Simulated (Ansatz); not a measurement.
A geometry of ZnCu2SnS4 away from equilibrium: the start of the relaxation of a relaxed ZnCu2SnS4 cell with every coordinate shifted by Gaussian noise of σ = 0.3 Å. These are PBEsol (plane waves to 420 eV, PAW, scalar-relativistic; Ansatz, an electronic-structure program) values and carry that method's errors. Γ-centred k-mesh 5×5×6 on the run's cell (coarser than for final values), Fermi–Dirac smearing 0.05 eV.

```xyz
8
Lattice="-2.6874 2.6874 5.3755 2.6874 -2.6874 5.3755 2.6874 2.6874 -5.3755" Properties=species:S:1:pos:R:3 pbc="T T T"
Cu    -0.1617     0.8487    -0.1643
Cu     0.2503     3.2020     2.4620
Zn     2.9102     0.5922     2.6822
Sn     0.2561     0.1771     5.9626
S      1.3927     1.4667     3.2164
S      1.3334     1.0918    -1.1951
S      1.0995    -1.7566     6.4531
S      1.0405     4.4456     1.1200
```

### Question
Which atoms carry the largest force, and which way does it point?

### Answer
9.63 eV/Å, on S5 (atoms numbered as listed); on S5 its components are (-7.66, 3.99, 4.25).

### Question
What is the pressure?

### Answer
+21.4 GPa, compression positive.

No spin polarisation in the result.
